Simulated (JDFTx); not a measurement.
An input for a modified build of JDFTx (PbTe(100), vacuum; bohr, hartree) and the course of its log:

```
lattice \
  8.7413894149 0.0000000000 0.0000000000 \
  0.0000000000 8.7413894149 0.0000000000 \
  0.0000000000 0.0000000000 48.7549340153
coords-type Lattice
ion Pb 0.0000000000 0.0000000000 -0.1848486407 0
ion Pb 0.5000000000 0.5000000000 -0.0633894380 0
ion Pb 0.0000000000 0.0000000000 0.0633894380 0
ion Pb 0.5000000000 0.5000000000 0.1848486407 0
ion Te 0.5000000000 0.5000000000 -0.1872765158 0
ion Te 0.0000000000 0.0000000000 -0.0633894380 0
ion Te 0.5000000000 0.5000000000 0.0633894380 0
ion Te 0.0000000000 0.0000000000 0.1872765158 0
ion-species pseudo/pb_pbe_v1.upf
ion-species pseudo/te_pbe_v1.upf
elec-cutoff 20 100
elec-ex-corr gga-PBE
coulomb-interaction Slab 001
coulomb-truncation-embed 0 0 0
kpoint-folding 4 4 1
elec-smearing Fermi 0.003
lcao-params 10
elec-n-bands 48
converge-empty-states yes
electronic-scf nIterations 100 energyDiffThreshold 1e-09
dump-name vac3.$VAR
dump End State Ecomponents EigStats BandEigs Forces ElecDensity IonicPositions Fillings Kpoints Dtot
```

```
[one cycle in 5 is shown, and the last three; fluid-solver lines are left out]
	FillingsUpdate:  mu: -0.175121003  nElectrons: 80.000000
SCF: Cycle:  0   F: -277.178533530150787   dF: -8.038e-02   |Residual|: 5.866e-02   |deigs|: 6.602e-03
	FillingsUpdate:  mu: -0.170479639  nElectrons: 80.000000
SCF: Cycle:  5   F: -277.197697918466019   dF: -3.486e-04   |Residual|: 2.686e-03   |deigs|: 2.216e-03
	FillingsUpdate:  mu: -0.158936872  nElectrons: 80.000000
SCF: Cycle: 10   F: -277.197889881321487   dF: -1.134e-05   |Residual|: 1.058e-03   |deigs|: 3.242e-03
	FillingsUpdate:  mu: -0.148840681  nElectrons: 80.000000
SCF: Cycle: 15   F: -277.197915149019821   dF: -2.250e-06   |Residual|: 7.421e-05   |deigs|: 2.119e-04
	FillingsUpdate:  mu: -0.148766312  nElectrons: 80.000000
SCF: Cycle: 20   F: -277.197923572256116   dF: -1.308e-06   |Residual|: 1.778e-04   |deigs|: 7.827e-06
	FillingsUpdate:  mu: -0.148766381  nElectrons: 80.000000
SCF: Cycle: 25   F: -277.197928834347408   dF: -1.015e-06   |Residual|: 3.713e-04   |deigs|: 4.900e-06
	FillingsUpdate:  mu: -0.148799007  nElectrons: 80.000000
SCF: Cycle: 30   F: -277.197932227755530   dF: -3.583e-07   |Residual|: 5.505e-04   |deigs|: 9.421e-05
	FillingsUpdate:  mu: -0.148782523  nElectrons: 80.000000
SCF: Cycle: 35   F: -277.197934238349717   dF: -4.390e-07   |Residual|: 6.831e-04   |deigs|: 1.212e-05
	FillingsUpdate:  mu: -0.148790005  nElectrons: 80.000000
SCF: Cycle: 40   F: -277.197935433223506   dF: -1.530e-07   |Residual|: 7.027e-04   |deigs|: 7.848e-06
	FillingsUpdate:  mu: -0.148776258  nElectrons: 80.000000
SCF: Cycle: 45   F: -277.197936370444381   dF: -1.952e-07   |Residual|: 7.501e-04   |deigs|: 2.347e-05
	FillingsUpdate:  mu: -0.148686709  nElectrons: 80.000000
SCF: Cycle: 50   F: -277.197937011506440   dF: -1.411e-07   |Residual|: 2.174e-05   |deigs|: 5.803e-05
	FillingsUpdate:  mu: -0.148746686  nElectrons: 80.000000
SCF: Cycle: 55   F: -277.197937446527419   dF: -5.768e-08   |Residual|: 8.327e-06   |deigs|: 1.373e-05
	FillingsUpdate:  mu: -0.148766811  nElectrons: 80.000000
SCF: Cycle: 60   F: -277.197937818017579   dF: -7.854e-08   |Residual|: 6.707e-06   |deigs|: 4.537e-06
	FillingsUpdate:  mu: -0.148769868  nElectrons: 80.000000
SCF: Cycle: 65   F: -277.197938040636870   dF: -2.795e-08   |Residual|: 1.619e-05   |deigs|: 1.508e-06
	FillingsUpdate:  mu: -0.148770530  nElectrons: 80.000000
SCF: Cycle: 70   F: -277.197938220714377   dF: -2.601e-08   |Residual|: 4.161e-05   |deigs|: 7.397e-07
	FillingsUpdate:  mu: -0.148770022  nElectrons: 80.000000
SCF: Cycle: 75   F: -277.197938331122032   dF: -2.416e-08   |Residual|: 6.461e-05   |deigs|: 8.256e-07
	FillingsUpdate:  mu: -0.148771605  nElectrons: 80.000000
SCF: Cycle: 80   F: -277.197938394813491   dF: -7.619e-09   |Residual|: 6.337e-05   |deigs|: 1.713e-06
	FillingsUpdate:  mu: -0.148791456  nElectrons: 80.000000
SCF: Cycle: 85   F: -277.197938448428999   dF: -1.367e-08   |Residual|: 7.331e-06   |deigs|: 1.945e-05
	FillingsUpdate:  mu: -0.148785199  nElectrons: 80.000000
SCF: Cycle: 90   F: -277.197938481613164   dF: -3.665e-09   |Residual|: 6.897e-06   |deigs|: 3.624e-06
	FillingsUpdate:  mu: -0.148773965  nElectrons: 80.000000
SCF: Cycle: 95   F: -277.197938506801677   dF: -4.415e-09   |Residual|: 1.894e-06   |deigs|: 2.730e-06
	FillingsUpdate:  mu: -0.148771484  nElectrons: 80.000000
SCF: Cycle: 97   F: -277.197938514612304   dF: -3.809e-09   |Residual|: 1.036e-06   |deigs|: 2.680e-06
	FillingsUpdate:  mu: -0.148771437  nElectrons: 80.000000
SCF: Cycle: 98   F: -277.197938517741079   dF: -3.129e-09   |Residual|: 9.417e-07   |deigs|: 1.094e-06
	FillingsUpdate:  mu: -0.148771305  nElectrons: 80.000000
SCF: Cycle: 99   F: -277.197938521099275   dF: -3.358e-09   |Residual|: 4.544e-07   |deigs|: 2.285e-06
SCF: None of the convergence criteria satisfied after 100 iterations.
IonicMinimize: Iter:   0  F: -277.197938521099275  |grad|_K:  0.000e+00
IonicMinimize: Converged (|grad|_K<1.000000e-04).
```

This run gave no converged result. The loop ran out of cycles short of its threshold. It has stalled and not diverged: the last ten energies span 4e-08 Ha, so the total is near its end, but levels, forces and charges aren't shown converged.
